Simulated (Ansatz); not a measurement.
Crystals of one structure type (rock salt) and one family of elements, relaxed and computed with the program Ansatz at the HSE06 level (PAW).

| crystal | V (Å³/atom) | B₀ by P(V) fit (GPa) |
|---|---|---|
| MgO | 9.27 | 167 |
| BeS | 12.23 | 115 |
| CaO | 13.81 | 115 |
| BeSe | 14.63 | 95.0 |
| BaO | 21.15 | ? |
| CaS | 23.13 | 60.1 |
| MgTe | 26.09 | 50.6 |

Fit a straight line to ln B₀ against ln V and predict the withheld value.

Least squares on the 6 shown rows: ln B₀ = -1.13 × ln V + (7.627), with a scatter of 5 %. For BaO this gives 65.3. The run itself gave 75.4, outside the scatter: the line misses something about this case.

Constructed cells (a structure type filled with these elements, in neither database checked): BeS, rock salt; BeSe, rock salt. Standing as an ambient phase not checked: MgTe, rock salt. All cells were relaxed under the symmetry of their starts (and spin orders); stability against distortions was not tested throughout. Scalar-relativistic: spin–orbit coupling is off unless named, which matters more the heavier the elements.

Potentials: the later of the program's two PAW sets.
